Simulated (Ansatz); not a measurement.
A geometry of Be away from equilibrium: step 2 of the relaxation of a relaxed Be cell displaced along its unstable phonon at q = (½, ½, ½) of its primitive reciprocal cell (433i cm⁻¹), largest move 0.15 Å. Level of theory: r2SCAN (plane waves to 500 eV, PAW, scalar-relativistic; Ansatz, a first-principles code). Γ-centred k-mesh 17×17×17 on the run's cell (coarser than for final values), Fermi–Dirac smearing 0.05 eV. The plane waves were selected for a different cell earlier on the path.

```
Be
1.0
   -4.12322     4.14704     2.12681
    0.00000     0.00000     2.12681
    0.00000     4.14704     0.00000
Be
4
Direct
  0.00000   0.25624   0.41789
  0.50000   0.25624   0.58211
  0.00000   0.99376   0.91789
  0.50000   0.99376   0.08211
```

Question: Give the Cartesian forces on all atoms (eV/Å).

Answer: 
| atom | Fx | Fy | Fz |
|---|---|---|---|
| Be1 | 0.00 | -1.09 | 0.29 |
| Be2 | 0.00 | 1.09 | 0.29 |
| Be3 | 0.00 | -1.09 | -0.29 |
| Be4 | 0.00 | 1.09 | -0.29 |

The path ends in P6₃/mmc (No. 194) (hcp (Mg type)). No spin polarisation in the result.

The run could not lose the symmetry of its start.

Of the parent cell (I4₁/amd (No. 141)): it is a generated cell of Be: the first start was made by placing the elements on the sites of a structure type, and the end was not matched to a known phase here, so it may be hypothetical. Known forms of Be include space group No. 194.
